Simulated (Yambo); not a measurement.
A G0W0@PBE run in Yambo for GaN (wurtzite, space group P6_3mc, No. 186) under isotropic strain of +0.5 % on all lattice vectors (6×6×2 Γ-centred k mesh, bands 9 to 215 and a 15 Ry block in the screening, 215 bands in G with the Bruneval-Gonze terminator, plasmon pole fitted at 27.2 eV) gives these matrix elements, in eV, at the band edges (Γ → Γ):

```csv
state,E0,<Vxc>,<Σx>,<Σc(E0)>,Z
valence edge,0.000,-19.012,-22.373,2.609,0.789
conduction edge,1.862,-14.175,-10.130,-3.628,0.816
```

Problem. Solve the linearised quasiparticle equation for both states, give the gap, and say how exchange and correlation each act on it.

Solution. E = E0 + Z(Σx + Σc − Vxc). Valence: 0.000 + 0.789 × (-22.373 + (2.609) − (-19.012)) = -0.59 eV. Conduction: 1.862 + 0.816 × (-10.130 + (-3.628) − (-14.175)) = 2.20 eV. The gap is 2.80 eV, against 1.86 eV in PBE. Replacing Vxc by bare exchange alone would open it by 7.41 eV; correlation takes back 6.24 eV of that, and Z scales what is left. Convergence of the G0W0 settings was not tested. Spin-orbit splittings are left out.

Geometry strained from the cell relaxed with PBEsol, atoms relaxed again; primitive cell a = 3.1997 Å, b = 3.1997 Å, c = 5.2126 Å, α = 90.00°, β = 90.00°, γ = 120.00°.

The potentials are those of PseudoDojo's stringent table.
